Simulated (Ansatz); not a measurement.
**Stress against strain in SnO$_{2}$**

```
CELL_PARAMETERS angstrom
4.73735 0.00000 0.00000
0.00000 4.73735 0.00000
0.00000 0.00000 3.18640
ATOMIC_POSITIONS crystal
Sn 0.00000 0.00000 0.00000
Sn 0.50000 0.50000 0.50000
O 0.30562 0.30562 0.00000
O 0.19438 0.80562 0.50000
O 0.69438 0.69438 0.00000
O 0.80562 0.19438 0.50000
```

Atoms are numbered in the order listed.

Conventional cell: a = 4.737 Å, b = 4.737 Å, c = 3.186 Å, α = 90.00°, β = 90.00°, γ = 90.00°. Around Sn (atom 1) lie 6 O at 2.05 to 2.06 Å. O (atom 3) is surrounded by 3 Sn at 2.05 to 2.06 Å.

The cell is a measured one (Crystallography Open Database entry 2101853); the temperature and pressure of the measurement aren't taken into account, and nothing was relaxed.

Spin–orbit coupling is left out, though it moves levels of the heavy atoms by tenths of an eV or more.

These are results of DFT, LDA, all-electron LAPW, scalar-relativistic (Ansatz 0.2.0), not measurements.

Settings: a Γ-centred 4×4×6 k mesh, Fermi–Dirac smearing of 0.03 eV, basis error target 1 meV/atom, no spin polarisation.

The strain is applied along the Cartesian axes of the cell as listed (the other components stay zero). Fractional coordinates are held (clamped ions).

σ is the change of stress from the unstrained cell, which is at -0.91 GPa; tension is positive, so slopes are stress–strain coefficients at that pressure.

Only quantities that a quadratic follows smoothly over the whole series are listed; rougher ones are left out.

```
    εzz  σzz (GPa)  σxx (GPa)
-0.0300     -15.01      -5.13
-0.0100      -4.62      -1.60
 0.0000       0.00       0.00
 0.0100       4.26       1.50
 0.0200       8.19       2.90
 0.0300      11.80       4.21
```

(1) Fit the series and read off the stiffness at zero strain.

(2) One run, at εzz = -0.0200, is withheld. Predict its row.

Results:

(1) Least-squares fits y = p0 + p1 x + p2 x² to the rows give σzz (GPa): p1 = 446, p2 = -1800; σxx (GPa): p1 = 156, p2 = -510. So C33 = 446 GPa and C13 = 156 GPa, for these axes.

(2) The fits give -9.65, -3.32; the run gave -9.62, -3.31.
